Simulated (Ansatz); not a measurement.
NbAs2 in space group C2/m (No. 12; Nb on 4i, As on 4i, As on 4i) under volume change, PBEsol (plane waves, PAW; program Ansatz), shape and atoms relaxed at each volume.

```csv
V (Å³/atom),E − E(relaxed) (meV/atom),P (GPa)
16.114,72.6,15.85
16.645,?,?
17.176,?,?
17.708,0.0,0.00
18.239,6.5,-3.80
18.770,24.5,-7.02
19.301,52.5,-9.75
```

### Question
Complete the blanks.

### Answer

- 17.176, E − E(relaxed) (meV/atom): 7.2
- 17.176, P (GPa): 4.46
- 16.645, E − E(relaxed) (meV/atom): 30.5
- 16.645, P (GPa): 9.71

### Question
What does a third-order Birch–Murnaghan fit give for V₀, B₀ and B′?

### Answer
V₀ = 17.71 Å³/atom, B₀ = 137 GPa, B′ = 4.4.

The first step of the workflow began from a Materials Project structure, measured or hypothetical; the Crystallography Open Database files this formula in space group No. 12, but the cells were not matched. Whether it is the stable phase at ambient conditions was not checked. The cell was relaxed with PBEsol under the symmetry of its start; its stability against distortions is not shown here. No spin polarisation was allowed.

Potentials: the later of the program's two PAW sets.
